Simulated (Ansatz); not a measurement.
**YbAg₃ (AuCu3-type structure)**

The computed numbers are results of PBEsol, scalar-relativistic (no spin polarisation) in the plane-wave PAW code Ansatz at 420 eV, 8×8×8 k-mesh, Gaussian smearing of 0.05 eV; PAW files: Ansatz's generated set soft_2.

```
Yb Ag
1.0
     4.28719    0.00000    0.00000
     0.00000    4.28719    0.00000
     0.00000    0.00000    4.28719
Yb Ag
1 3
Direct
  0.00000 0.00000 0.00000
  0.00000 0.50000 0.50000
  0.50000 0.50000 0.00000
  0.50000 0.00000 0.50000
```

The cell came from substitution into a structure type; whether the compound takes it is for experiment to say.

Cell and atoms are those of this level's equilibrium.

Path: Γ–X–M–Γ–R–X | R–M, with Γ = (0.000, 0.000, 0.000), X = (0.000, 0.500, 0.000), M = (0.500, 0.500, 0.000), R = (0.500, 0.500, 0.500) in reciprocal vectors of the calculation's cell.

Is it a metal or an insulator, and if it has a gap, where are the band edges on this path?

A metal: bands cross the Fermi level.

Bands as a text map, energy in eV from the Fermi level (dashes), each leg drawn with the same width:
```
  4.86 |        * *******  *   *        *         ***
  4.57 |           *    ****     *       *           
  4.29 |       ****      **               **         
  4.00 |     **  *        *                          
  3.71 |    *     *                    *         *   
  3.43 |   *             * *                         
  3.14 |           *           *  *      *           
  2.86 |  *         *   *                       *    
  2.57 | *           ***    * * *     *            **
  2.29 |            ** **  *            *         *  
  2.00 |          **     ** *                  * *   
  1.71 |**********         ***   *        **    *    
  1.43 |      ****       *    *    *   * ***         
  1.14 |          *         *     *  *  *     **     
  0.86 | *       *      *   * *       ** *    *      
  0.57 |          **           *   * ****            
  0.29 |  *                *   *    ***     **       
  0.00 |---*-------*****--*-----*****-------****--***
 -0.29 |*********************************************
 -0.57 |            **   *      *  * *         *     
 -0.86 |   *         **** *      ** *       *   *****
 -1.14 |                                     *  *    
 -1.43 |                             **       *  *   
 -1.71 |    *            *         *              *  
 -2.00 |              * *                      *   **
 -2.29 |             * *              **             
 -2.57 |     *      *                           *    
 -2.86 |           *                    *            
        Γ      X      M      Γ      R      XR       M
```

The calculation's cell holds 81 valence electrons, an odd number. Without magnetic order each band takes two, so one stays part-filled and the crystal must be a metal. (Only strong correlation, outside this picture, could make a Mott insulator of it.)

Without a U the 4f levels of Yb lie too near the Fermi level, so their share of the states there, and what hangs on it, is overstated. For elements this heavy, spin–orbit coupling would shift levels and gaps; it isn't included here. Spin polarisation wasn't allowed in this run, so with an open shell this may not be the ground state.
